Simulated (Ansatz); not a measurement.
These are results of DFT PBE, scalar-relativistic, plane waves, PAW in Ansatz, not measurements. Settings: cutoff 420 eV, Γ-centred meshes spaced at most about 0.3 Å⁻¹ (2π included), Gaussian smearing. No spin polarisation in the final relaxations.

All energies are static (0 K, no zero-point motion). All come from trial cells, and lower structures may exist.

Question: Order these relaxed structures of BaBe5H10 by energy, lowest first, with the energy over the lowest of them.
1.

```
Ba Be H
1.0
     4.27543    0.00000    0.00000
    -0.06291    4.77831    0.00000
    -0.91791   -0.81589    8.16137
Ba Be H
1 5 10
Direct
  0.99140 0.52031 0.27978
  0.57427 0.95836 0.71482
  0.44756 0.76776 0.93253
  0.45326 0.23859 0.92287
  0.59459 0.02967 0.40678
  0.94168 0.99676 0.92234
  0.41459 0.70775 0.75712
  0.43056 0.23091 0.74795
  0.50054 0.88288 0.54069
  0.91372 0.95847 0.74666
  0.58331 0.51357 0.00165
  0.47626 0.83138 0.27166
  0.12281 0.76543 0.98352
  0.49869 0.31043 0.39488
  0.12826 0.25358 0.97444
  0.92849 0.03414 0.40230
```

2.

```
Ba Be H
1.0
     4.46224    0.00000    0.00000
     0.00000    4.94267    0.00000
    -1.50502    0.00000    6.63325
Ba Be H
1 5 10
Cartesian
  3.1004 2.4713 4.1316
  1.7020 0.0000 1.8874
  2.4254 3.7746 0.0476
  2.4254 1.1681 0.0476
  0.6538 0.0000 4.5238
  0.2441 0.0000 0.2720
  2.4141 3.7101 1.6630
  2.4141 1.2326 1.6630
  1.6730 0.0000 3.3933
  0.2649 0.0000 1.6961
  0.2023 2.4713 6.5999
  0.9556 3.6205 4.9889
  2.4388 3.7398 6.5592
  0.9556 1.3222 4.9889
  2.4388 1.2029 6.5592
  -0.6503 0.0000 4.0446
```

Answer: 1 (0 meV/atom), 2 (19 meV/atom). Forms: 1 P1; 2 Pm. Counting H atoms around Ba and Be (those within 1.25 times the shortest such distance or 1.15 times the sum of covalent radii; a slash parts the counts of unlike sites): cell 1 has Ba 9, Be 3/4; cell 2 has Ba 13, Be 3/4.

With hydrogen, zero-point motion can shift such differences by 10 meV/atom or more. Cells relaxed within their symmetry can be saddle points. The P1 cell of BaBe5H10 came from shaking the Pm one. Some structure types and database cells were kept out of the candidates from the start, so a known form may be missing.
